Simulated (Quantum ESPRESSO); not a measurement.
**La₂O₃: field gradients at the nuclei**

```xyz
5
Lattice="3.9308 0.0000 0.0000 -1.9654 3.4042 0.0000 0.0000 0.0000 6.1119" Properties=species:S:1:pos:R:3 pbc="T T T"
La     1.9654     1.1347     4.6069
La     0.0000     2.2694     1.5050
O      1.9654     1.1347     2.1643
O      0.0000     2.2694     3.9476
O      0.0000     0.0000     0.0000
```
The geometry is a computed Materials Project entry, not a measured one. It is La2O3 in P-3m1. Stability against distortions was not tested. The run has no spin polarisation.

Computed: field gradients by the PAW reconstruction of the field gradient on a scalar-relativistic PBE ground state (a modified build of Quantum ESPRESSO, JTH datasets), 30 Ha, k-mesh 7×7×4 through Γ.

| site | site symmetry | Vzz (10²¹ V/m²) | η_Q | ∣C_Q∣ (MHz) |
|---|---|---|---|---|
| La (atoms 1, 2) | 3m | 12.32 | 0.00 | 59.6 (¹³⁹La) |
| O1 (atoms 3, 4) | 3m | 0.84 | 0.00 | 0.52 (¹⁷O) |
| O2 (atom 5) | -3m | -0.89 | 0.00 | 0.55 (¹⁷O) |

Quadrupole moments taken as inputs (sizes, barn, from the tables of PySCF and pymatgen): ¹³⁹La 0.2, ¹⁷O 0.0256.

Principal values are ordered |Vxx| ≤ |Vyy| ≤ |Vzz|, η = (Vxx − Vyy)/Vzz, and C_Q = eQVzz/h is given by its size. Cores are frozen. Against all-electron runs on small test molecules, this scheme's |Vzz| missed by −2 to +6 % on O. La had no test against all-electron runs. Spin–orbit coupling is left out, a limit on La.
